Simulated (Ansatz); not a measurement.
CoP2:
```
CELL_PARAMETERS angstrom
      5.51938     0.00000     0.00000
      0.00000     5.52318     0.00000
     -2.30210     0.00000     5.08958
ATOMIC_POSITIONS crystal
  Co 0.27207 0.49819 0.78774
  Co 0.72793 0.50181 0.21226
  Co 0.72793 0.99819 0.71226
  Co 0.27207 0.00181 0.28774
  P  0.15758 0.87377 0.86731
  P  0.84242 0.12623 0.13269
  P  0.84242 0.37377 0.63269
  P  0.15758 0.62623 0.36731
  P  0.33948 0.37201 0.18135
  P  0.66052 0.62799 0.81865
  P  0.66052 0.87201 0.31865
  P  0.33948 0.12799 0.68135
```

Relaxed with r²SCAN. Special points in fractions of this cell's reciprocal vectors: Γ (0.000, 0.000, 0.000); Z (0.000, 0.500, 0.000); D (0.000, 0.500, 0.500); B (0.000, 0.000, 0.500); A (-0.500, 0.000, 0.500); E (-0.500, 0.500, 0.500); C2 (-0.500, 0.500, 0.000); Y2 (-0.500, 0.000, 0.000).

### Question
List the band energies nearest the valence-band maximum at these points for r²SCAN in the plane-wave PAW code Ansatz.

### Answer
In eV from the valence-band maximum; about four levels below and three above (degenerate sets whole), none deeper than 8.9 eV; points with the same levels are listed once.

```tsv
k	below	above
Γ	-1.47 -1.28 -1.17 -0.79	0.77 1.39 1.48
Z	-1.00 -1.00 -0.53 -0.53	1.57 1.57 2.60 2.60
D	-1.09 -1.09 -0.30 -0.30	0.75 0.75 1.56 1.56
B	-1.43 -1.43 -0.50 -0.50	1.00 1.00 1.77 1.77
A	-1.00 -1.00 -0.59 -0.59	1.96 1.96 2.08 2.08
E	-0.80 -0.80 -0.19 -0.19	1.01 1.01 1.74 1.74
C2	-0.90 -0.90 -0.46 -0.46	0.95 0.95 1.41 1.41
Y2	-1.47 -1.37 -0.52 0.00	0.58 1.69 1.71
```

Space group P2_1/c. The first step of the workflow began from a Materials Project structure, measured or hypothetical; the Crystallography Open Database copy checked does not list it. Its standing as an ambient phase is unchecked. The cell was relaxed with r²SCAN under the symmetry of its start; its stability against distortions is not shown here. No spin polarisation was allowed.

Potentials: the later of the program's two PAW sets.
